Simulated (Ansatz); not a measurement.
With the program Ansatz at the PBE level (PAW), Zn in the diamond structure (Fd-3m) relaxes to a = 5.831 Å. Zn has 4 nearest neighbours from 2.52 Å (tetrahedral).

Electronic character: metallic (no gap).

The bulk modulus is 25.5 GPa.

The start of the workflow was typed in or built on a structure type; neither database checked (COD, Materials Project) lists it. It is not the phase usual at ambient conditions (space group No. 194). Symmetry was held in the PBE relaxation; its stability against distortions is not shown here.

Potentials: the earlier of the program's two PAW sets.
